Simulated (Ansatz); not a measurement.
Simulated powder pattern, Cu Kα, λ = 1.54184 Å (kinematic, ideal powder, no thermal factors, no anomalous dispersion; the 30 strongest lines at most, above 1 %, up to 2θ = 90°):

```json
[
 {"2θ (°)": "21.51", "I/Imax (%)": "4.9"},
 {"2θ (°)": "30.61", "I/Imax (%)": "1.9"},
 {"2θ (°)": "37.72", "I/Imax (%)": "100"},
 {"2θ (°)": "43.84", "I/Imax (%)": "53"},
 {"2θ (°)": "49.33", "I/Imax (%)": "2.3"},
 {"2θ (°)": "63.73", "I/Imax (%)": "35"},
 {"2θ (°)": "68.10", "I/Imax (%)": "1.2"},
 {"2θ (°)": "76.49", "I/Imax (%)": "40"},
 {"2θ (°)": "80.56", "I/Imax (%)": "12"}
]
```

The pattern belongs to a structure relaxed with DFT-PBEsol in the program Ansatz with PAW potentials.

Problem. Which compound is it?
A. SiMo2N, P6_3/mmc (Si on 2d, Mo on 4f, N on 2a)
B. HfN, rock salt
C. SnMo3N, anti-perovskite
D. SnIr3N, anti-perovskite

Solution. D, SnIr3N, anti-perovskite

Problem. Give the lattice parameters.

Solution. a = 4.131 Å.

Space group Pm-3m (anti-perovskite). The start of the workflow was typed in or built on a structure type; neither database checked (COD, Materials Project) lists it. Whether it is the stable phase at ambient conditions was not checked. The PBEsol relaxation kept the symmetry of its start. At this level the phase is dynamically unstable (imaginary phonons). The workflow began spin-polarised and lost its moments. The volume moved by 18 % from the start of the relaxation. Its formation energy is positive at this level, so the cell may be metastable or incomplete. Scalar-relativistic: spin–orbit coupling is off unless named, which matters more the heavier the elements.

Potentials: the earlier of the program's two PAW sets. The files were generated under PBE; for other functionals the program regenerates the frozen cores, and for LDA and PBEsol the local potential too.
